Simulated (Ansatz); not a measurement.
The elements of this relaxed trial crystal are hidden behind letters.

```
lattice vectors (Å)
   0.0000    4.5215    4.5215
   4.5215    0.0000    4.5215
   4.5215    4.5215    0.0000
fractional positions
X 0.2500 0.2500 0.2500
X 0.5000 0.5000 0.5000
X 0.7500 0.7500 0.7500
Z 0.0000 0.0000 0.0000
```

The calculation used Ansatz 0.2.0, DFT PBE, scalar-relativistic, plane waves, PAW. The final run on the 4-atom cell used 420 eV, a Γ-centred 10×10×10 mesh, 0.10 eV smearing and no spin polarisation.

| Property | Result |
| --- | --- |
| Space group | Fm-3m (No. 225) |
| Conventional cell | a = 9.043 Å |
| Volume per atom | 46.22 Å³ |
| Density | 2.91 g/cm³ |
| Formation energy | −0.03 eV/atom |
| Gap on the 10×10×10 mesh of the 4-atom cell | 0 eV (a metal) |

Energies are uncorrected and count from the elements' standard states at the same level.

Problem. X is an s-block element of period 4 and Z is a p-block element of period 6. Which elements are they?

Solution. X = K, Z = Pb, so the formula is K3Pb, here in the BiF3 (D0_3) type. Density times volume gives a mean mass of 2.91 × 46.22/1.6605 = 81.0 u per atom, and this set has 81.1 u. K on a site of symmetry -43m has 4 K at 3.92 Å, 4 Pb at 3.92 Å and 6 K at 4.52 Å; K on a site of symmetry m-3m has 8 K at 3.92 Å and 6 Pb at 4.52 Å; Pb has 8 K at 3.92 Å and 6 K at 4.52 Å. Other sets within the hints have nearly the same mass, so mass alone doesn't settle it; this one was computed.

Spin–orbit coupling, which can matter for Pb, is left out. The cell is a metal run without spin; a magnetic state may lie lower. Symmetry constrained the relaxation, so the result can be a saddle point.
